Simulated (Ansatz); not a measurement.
Starting cell, Zn (hcp, Mg type):

```
CELL_PARAMETERS angstrom
      2.64679     0.00000     0.00000
     -1.32339     2.29218     0.00000
      0.00000     0.00000     4.67938
ATOMIC_POSITIONS crystal
  Zn 0.33333 0.66667 0.75000
  Zn 0.66667 0.33333 0.25000
```

In this cell atom 1 (Zn, nearest neighbour Zn at 2.647 Å; its periodic images, 2.6 Å or more away, move with it) is moved by s along Cartesian z, unit vector (0.000, 0.000, 1.000); all other atoms and the cell stay fixed.

Level of theory: r2SCAN (plane waves to 500 eV, PAW, scalar-relativistic; Ansatz, a program for electronic structure). k mesh 16×16×8 (Γ-centred), Fermi-Dirac smearing 0.05 eV. With partly filled bands, energies and forces of such displacements shift with the k mesh and the smearing. F∥ is the force on the atom along that direction. On this mesh the relaxed cell isn't quite at rest: it carries a pressure of 0.2 GPa (compression positive) at the zero of the scan. Zn was relaxed with its symmetry unable to fall. 

```
s (Å)   F∥ (eV/Å)
------  ---------
-0.260      0.992
-0.208      0.761
-0.156      0.552
-0.104      0.359
-0.052      0.177
0.000       0.000
0.052      -0.177
0.104      -0.359
0.156      -0.552
0.208      -0.761
0.260      -0.992
```

### Question
What is the force constant k = d²E/ds² of this move at s = 0?

### Answer
3.40 eV/Å². The forces along the line at the two nearest points give (0.177 − (-0.177)) / (2·0.052) = 3.40 eV/Å²; the next pair corrects for the finite step.

### Question
With two atoms in the cell this is the zone-centre optical mode. What wavenumber follows?

### Answer
168 cm⁻¹. Reduced mass μ = 32.69 u; ν̃ = 521.5·√(k/μ) with k = 3.40 eV/Å².

(A displaced cell: forces are minus the slopes of the energy, force constants its curvatures, and phonons follow from these.)
